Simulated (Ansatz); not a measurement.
BeTe:
```
CELL_PARAMETERS angstrom
      0.00000     2.82859     2.82859
      2.82859     0.00000     2.82859
      2.82859     2.82859     0.00000
ATOMIC_POSITIONS crystal
  Be 0.75000 0.75000 0.75000
  Te 0.50000 0.50000 0.50000
```

Tensor components refer to the Cartesian frame of this cell.

Task: Give the proper piezoelectric stress tensor with relaxed ions from plane-wave PAW r²SCAN (Ansatz code).

Result: In C/m², rows x, y, z, Voigt columns; mesh uncertainty up to 0.00.
```
0.00  0.00  0.00  0.25  0.00  0.00
0.00  0.00  0.00  0.00  0.25  0.00
0.00  0.00  0.00  0.00  0.00  0.25
```

The elastic tensor of the same run (GPa):

|  | 1 | 2 | 3 | 4 | 5 | 6 |
|---|---|---|---|---|---|---|
| 1 | 101 | 38.3 | 38.3 | 0.0 | 0.0 | 0.0 |
| 2 | 38.3 | 101 | 38.3 | 0.0 | 0.0 | 0.0 |
| 3 | 38.3 | 38.3 | 101 | 0.0 | 0.0 | 0.0 |
| 4 | 0.0 | 0.0 | 0.0 | 52.3 | 0.0 | 0.0 |
| 5 | 0.0 | 0.0 | 0.0 | 0.0 | 52.3 | 0.0 |
| 6 | 0.0 | 0.0 | 0.0 | 0.0 | 0.0 | 52.3 |

Task: Convert to strain constants d = e·S.

Result: In pC/N:
```
0.0  0.0  0.0  4.7  0.0  0.0
0.0  0.0  0.0  0.0  4.7  0.0
0.0  0.0  0.0  0.0  0.0  4.7
```

Space group F-43m (zinc blende). Symmetry was held in the r²SCAN relaxation; of distortions, only those at the zone centre were tested. The volume moved by 29 % from the start of the relaxation. Spin–orbit coupling is left out wherever it is not named.

Potentials: the later of the program's two PAW sets.
